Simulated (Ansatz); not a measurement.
W at 3 GPa (stress–strain coefficients): relaxed-ion elastic tensor

These are results of DFT LDA, scalar-relativistic, plane waves, PAW (Ansatz), not measurements. Cutoff 420 eV, 20×20×20 k-points (Γ-centred), Fermi-Dirac smearing of 0.15 eV. No spin polarisation.

The cell, relaxed at 3 GPa:
```xyz
1
Lattice="0.0000 1.9809 1.9809 1.9809 0.0000 1.9809 1.9809 1.9809 0.0000" Properties=species:S:1:pos:R:3 pbc="T T T"
W     0.0000    0.0000    0.0000
```

In a metal, frequencies and elastic constants depend on the k mesh and the smearing, soft modes and shear constants most. Spin–orbit coupling is left out, which can shift energies with elements as heavy as these.

(1) Give the relaxed-ion elastic constants (GPa, Voigt order xx yy zz yz xz xy, on the axes of the cell above).

(2) Is the crystal stable against homogeneous strain?

Results:

(1)
C11 = 135.8, C12 = 413.9, C13 = 413.9, C22 = 135.8, C23 = 413.9, C33 = 135.8, C44 = -70.7, C55 = -70.7, C66 = -70.7 GPa; the others vanish.

(2) No: the tensor has an eigenvalue of -278.1 GPa, so some strain lowers the energy.

This fcc form isn't the element's structure at ambient conditions.

Cost: 1 run of about 2.7 core-minutes, on Intel Xeon Processor @ 2.50GHz (Skylake/Cascade Lake) (shared hosts).